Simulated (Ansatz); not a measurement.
# Response of SrTl to small distortions

```yaml
crystal:
  lattice:
    - [4.03200, 0.00000, 0.00000]
    - [0.00000, 4.03200, 0.00000]
    - [0.00000, 0.00000, 4.03200]
  atoms:
    - { symbol: Sr, position: [0.00000, 0.00000, 0.00000] }
    - { symbol: Tl, position: [0.50000, 0.50000, 0.50000] }
```

Atoms are numbered in the order listed.

The conventional cell has a = 4.032 Å, b = 4.032 Å, c = 4.032 Å, α = 90.00°, β = 90.00°, γ = 90.00°. Around Sr (atom 1) lie 8 Tl at 3.49 Å. Tl (atom 2) is surrounded by 8 Sr at 3.49 Å.

The cell is COD entry 1540774, as deposited and not checked against the literature; nothing was relaxed. It is an old determination, and later ones may differ.

Spin–orbit coupling is left out, though it moves levels of the heavy atoms by tenths of an eV or more.

Theory: DFT, LDA, all-electron LAPW, scalar-relativistic in Ansatz 0.2.0.

Settings: a Γ-centred 8×8×8 k mesh, Fermi–Dirac smearing of 0.05 eV, basis error target 0.5 meV/atom, no spin polarisation.

The unchanged cell is at -1.85 GPa.

In a metal, stresses and small energies carry noise from the k mesh.

x, y and z are the Cartesian axes of the cell as listed; fractional coordinates follow a strain, and an engineering shear is twice the off-diagonal strain component.

(1) With this change (equal xy, yz and zx engineering shear strains of -2 %), what becomes of the energy and stress?

(2) With this change (equal xy, yz and zx engineering shear strains of -1 %), what becomes of the energy and stress?

(3) With this change (equal xy, yz and zx engineering shear strains of +1 %), what becomes of the energy and stress?

(4) With this change (equal xy, yz and zx engineering shear strains of +2 %), what becomes of the energy and stress?

## Answers

(1) Energy change +3 meV/atom; stress change (xx, yy, zz, yz, xz, xy) 0.04, 0.04, 0.04, 0.44, 0.44, 0.44 GPa, compression positive.

(2) Energy change under 1 meV/atom; stress change (xx, yy, zz, yz, xz, xy) 0.01, 0.01, 0.01, 0.21, 0.21, 0.21 GPa, compression positive.

(3) Energy change under 1 meV/atom; stress change (xx, yy, zz, yz, xz, xy) 0.01, 0.01, 0.01, -0.20, -0.20, -0.20 GPa, compression positive.

(4) Energy change +2 meV/atom; stress change (xx, yy, zz, yz, xz, xy) 0.04, 0.04, 0.04, -0.37, -0.37, -0.37 GPa, compression positive.
